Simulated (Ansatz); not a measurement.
The elements of this relaxed trial crystal are hidden behind letters.

```
lattice vectors (Å)
  -3.1425    3.1425    3.5955
   3.1425   -3.1425    3.5955
   3.1425    3.1425   -3.5955
fractional positions
X 0.7500 0.2500 0.5000
X 0.2500 0.7500 0.5000
X 0.2832 0.2832 0.0000
X 0.7168 0.7168 0.0000
Z 0.0000 0.0000 0.0000
```

These are results of DFT PBE, scalar-relativistic, plane waves, PAW (Ansatz), not measurements. Settings of the last relaxation (5-atom cell): 420 eV, 8×8×8 k points, Gaussian smearing of 0.10 eV, no spin polarisation.

```
Space group                              : I4/mmm (No. 139)
Conventional cell                        : a = 6.285 Å, c = 7.191 Å
Volume per atom                          : 28.41 Å³
Density                                  : 6.15 g/cm³
Formation energy                         : +0.02 eV/atom
Gap on the 8×8×8 mesh of the 5-atom cell : 0 eV (a metal)
```

Energies are uncorrected and count from the elements' standard states at the same level.

Q: X is a p-block element of period 5 and Z is a p-block element of period 2. Which elements are they?

A: X = Te, Z = O, so the formula is Te4O. Density times volume gives a mean mass of 6.15 × 28.41/1.6605 = 105.2 u per atom, and this set has 105.3 u. Around Te on a site of symmetry -4m2 lie 4 Te at 3.15 Å, 2 Te at 3.60 Å and 4 O at 3.62 Å; Te on a site of symmetry 4mm has 1 O at 2.04 Å and 5 Te at 3.12–3.15 Å; around O lie 2 Te at 2.04 Å and 8 Te at 3.62 Å. Other sets within the hints have nearly the same mass, so mass alone doesn't settle it; this one was computed.

These runs have no spin–orbit coupling, which can matter for Te. Symmetry constrained the relaxation, so the result can be a saddle point.
